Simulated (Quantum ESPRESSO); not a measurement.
pw.x input (Quantum ESPRESSO 7.5; PBEsol, PseudoDojo standard norm-conserving files, scalar-relativistic):

```
&CONTROL
  calculation = 'scf'
  pseudo_dir = './pseudo'
  outdir = './out'
  tprnfor = .true.
  tstress = .true.
/
&SYSTEM
  ibrav = 0
  nat = 2
  ntyp = 2
  ecutwfc = 84.0
  ecutrho = 336.0
  occupations = 'smearing'
  smearing = 'fd'
  degauss = 0.005
  nbnd = 18
/
&ELECTRONS
  conv_thr = 2e-10
/
ATOMIC_SPECIES
Sc 44.9559 Sc.upf
Pt 195.0840 Pt.upf
CELL_PARAMETERS angstrom
  3.289430000000   0.000000000000   0.000000000000
  0.000000000000   3.289430000000   0.000000000000
  0.000000000000   0.000000000000   3.289430000000
ATOMIC_POSITIONS crystal
Sc   0.500000000000   0.500000000000   0.500000000000
Pt   0.000000000000   0.000000000000   0.000000000000
K_POINTS automatic
14 14 14 0 0 0
```

End of the output:

```
     total energy              =    -357.94296111 Ry
     estimated scf accuracy    <       0.00000009 Ry
     total energy              =    -357.94296114 Ry
     estimated scf accuracy    <          2.1E-09 Ry
     total energy              =    -357.94296113 Ry
     estimated scf accuracy    <          3.4E-09 Ry
[...]
     the Fermi energy is    16.7239 ev
!    total energy              =    -357.94296114 Ry
     estimated scf accuracy    <          1.6E-11 Ry
     smearing contrib. (-TS)   =      -0.00127446 Ry
     internal energy E=F+TS    =    -357.94168668 Ry
     The total energy is F=E-TS. E is the sum of the following terms:
     one-electron contribution =    -105.98345952 Ry
     hartree contribution      =      65.58956450 Ry
     xc contribution           =     -63.34363161 Ry
     ewald contribution        =    -254.20416005 Ry
     convergence has been achieved in  14 iterations
     Forces acting on atoms (cartesian axes, Ry/au):
     atom    1 type  1   force =     0.00000000    0.00000000    0.00000000
     atom    2 type  2   force =     0.00000000    0.00000000    0.00000000
     Total force =     0.000000     Total SCF correction =     0.000000
     Computing stress (Cartesian axis) and pressure
          total   stress  (Ry/bohr**3)                   (kbar)     P=      -39.54
  -0.00026882   0.00000000   0.00000000          -39.54        0.00        0.00
   0.00000000  -0.00026882   0.00000000            0.00      -39.54        0.00
   0.00000000   0.00000000  -0.00026882            0.00        0.00      -39.54
```

Spin-orbit coupling is not included.

Geometry of the Materials Project entry, not relaxed at this level.
